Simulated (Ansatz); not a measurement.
**HgPt: zone-centre modes under pressure**

HgPt, P4/mmm, a = 2.970 Å, c = 3.891 Å. The structure is a COD entry; whether it is the stable form wasn't checked. Ansatz: PBEsol, PAW, 420 eV, Γ-centred 14×14×12 mesh on 2 atoms, Fermi-Dirac smearing 0.15 eV; no spin polarisation. Cell and atoms are relaxed at each pressure with the symmetry kept; optical modes at Γ by linear response, in cm⁻¹, matched by rank (the highest 2 distinct ones).

```tsv
P (GPa)	V (Å³/atom)	ω1	ω2
0	17.166	100.6	151.2
8	16.487	?	?
25	15.454	134.2	198.8
```

**Question.** Get each mode's Grüneisen parameter γ = −d ln ω/d ln V from the other rows and predict the missing frequencies.

**Answer.** ln(V/V0) = 0.0000, -0.0404, -0.1051; a line through ln(ω/ω0) of the 2 known rows gives ω1: γ = 2.742, predicted 112.4, computed 113.3; ω2: γ = 2.604, predicted 168.0, computed 169.1. The worst miss is 0.8 %, or 7 % of the shift under pressure, so a constant γ serves at that level. In a metal these frequencies hang on the mesh and smearing.

Spin–orbit coupling is left out, which can shift energies with elements as heavy as these.